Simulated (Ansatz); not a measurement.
# One input, then a changed one: ZnS (wurtzite type)

First run: DFT, PBE, all-electron LAPW, scalar-relativistic (Ansatz 0.2.0).

Command: `ansatz run input.yaml --threads 1 --pin off --max-ram 3072MiB --backend cpu --events-out ev --progress --plain --runs-dir out` It took 86 s on 1 thread of Intel(R) Xeon(R) Platinum 8375C CPU @ 2.90GHz (Ice Lake) (shared host), peak memory 0.53 GiB.

```yaml
crystal:
  lattice:
    - [3.8451843427, 0.0, 0.0]
    - [-1.9225921713, 3.330027323, 0.0]
    - [0.0, 0.0, 6.3055226598]
  atoms:
    - { symbol: Zn, position: [0.3333333333, 0.6666666667, 0.0007270294] }
    - { symbol: Zn, position: [0.6666666667, 0.3333333333, 0.5007270294] }
    - { symbol: S, position: [0.3333333333, 0.6666666667, 0.3752729706] }
    - { symbol: S, position: [0.6666666667, 0.3333333333, 0.8752729706] }
kpoints:
  mp_grid: { grid: [10, 10, 6] }
  band_path:
    path:
      - [0.0, 0.0, 0.0]
      - [0.5, 0.0, 0.0]
      - [0.3333333333, 0.3333333333, 0.0]
      - [0.0, 0.0, 0.0]
      - [0.0, 0.0, 0.5]
      - [0.5, 0.0, 0.5]
      - [0.3333333333, 0.3333333333, 0.5]
      - [0.0, 0.0, 0.5]
      - [0.5, 0.0, 0.5]
    npoints: 14
scf:
  occupations: { method: fermi_dirac, width: 0.05 }
hamiltonian:
  xc: pbe
  pseudopotentials: { kind: all_electron, lapw: { basis_error: 0.001 } }
output:
  forces: true
  stress: true
  eigenvalues: true
  populations: true
  dos: { projected: true, de: 0.2, e_range: [-14, 8] }
```

The cell comes from a relaxation on PAW files under the same functional, begun from a prototype that needn't be the stable phase.

It converges in 9 SCF iterations at a pressure of 0.01 GPa.

The input is then changed:

```diff
+  symmetry: { detect: false }
 kpoints:
-  mp_grid: { grid: [10, 10, 6] }
+  mp_grid: { grid: [5, 5, 3] }
   band_path:
   populations: true
-  dos: { projected: true, de: 0.2, e_range: [-14, 8] }
```

Problem. Predict the outcome of the changed run.

Solution. It converges in 10 SCF iterations at a pressure of 0.05 GPa, largest force 0.004 eV/Å. More than one line changes, and not each need have an effect. Some of the changed settings are coarser than converged work would use.
